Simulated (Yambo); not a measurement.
CdS (zinc blende, space group F-43m, No. 216), G0W0@PBEsol in Yambo; all else as in the reference (4×4×4 Γ-centred k mesh, bands 5 to 118 and a 10 Ry block in the screening, 118 bands in G with the Bruneval-Gonze terminator, plasmon pole fitted at 27.2 eV). One parameter is varied: the cutoff of the wavefunctions in Yambo, over 10, 20, 30, 50, 102 Ry.

From which value on does the gap Γ → Γ stay within 0.05 eV of the largest setting?

From 50 Ry on.
| cutoff of the wavefunctions in Yambo (Ry) | G0W0 gap (eV) | valence shift (eV) |
|---|---|---|
| 10 | 1.88 | -0.48 |
| 20 | 2.00 | -0.77 |
| 30 | 2.13 | -0.88 |
| 50 | 2.19 | -0.93 |
| 102 | 2.19 | -0.93 |
The last step of the sweep still moves the gap by 1 meV; the other settings are held fixed.

Spin-orbit coupling is not included.

Geometry relaxed with PBEsol; primitive cell a = 4.119 Å, b = 4.119 Å, c = 4.119 Å, α = 60.00°, β = 60.00°, γ = 60.00°.

A shift is the quasiparticle energy of the state minus its PBEsol energy.
